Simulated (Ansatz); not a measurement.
Cu:
```cif
data_Cu4
_chemical_formula_sum 'Cu4'
_space_group_name_H-M_alt 'I41/amd :1'
_space_group_IT_number 141
_space_group_name_Hall 'I 4bw 2bw -1bw'
_cell_length_a 4.56800
_cell_length_b 4.56800
_cell_length_c 2.41231
_cell_angle_alpha 90.000
_cell_angle_beta 90.000
_cell_angle_gamma 90.000
loop_
_atom_site_label
_atom_site_type_symbol
_atom_site_symmetry_multiplicity
_atom_site_Wyckoff_symbol
_atom_site_fract_x
_atom_site_fract_y
_atom_site_fract_z
_atom_site_occupancy
Cu1 Cu 4 a 0.00000 0.00000 0.00000 1
```
(The calculation used a cell of 2 atoms; values per cell refer to that cell.)

Relaxed with r²SCAN.

### Question
Decompose the optical modes at the zone centre into irreducible representations, and say which are infrared and Raman allowed.

### Answer
Point group 4/mmm: Γ_opt = B1g + Eg. Infrared: none. Raman: B1g, Eg.

### Question
Assign frequencies (DFPT, the program Ansatz at the r²SCAN level (PAW)).

### Answer
B1g 24, Eg 245 cm⁻¹.

Subscripts of B labels follow the axes of the standard setting.

Space group I4_1/amd (β-Sn type). A made-up cell: these elements were put on the sites of a structure type; neither database checked (COD, Materials Project) lists it. It is not the phase usual at ambient conditions (space group No. 225). Symmetry was held in the r²SCAN relaxation; of distortions, only those at the zone centre were tested. No spin polarisation was allowed. As this level gives no gap, phonon frequencies hold no LO–TO term and depend on the k-mesh and smearing (Fermi–Dirac, 0.1 eV here).

Potentials: the later of the program's two PAW sets.
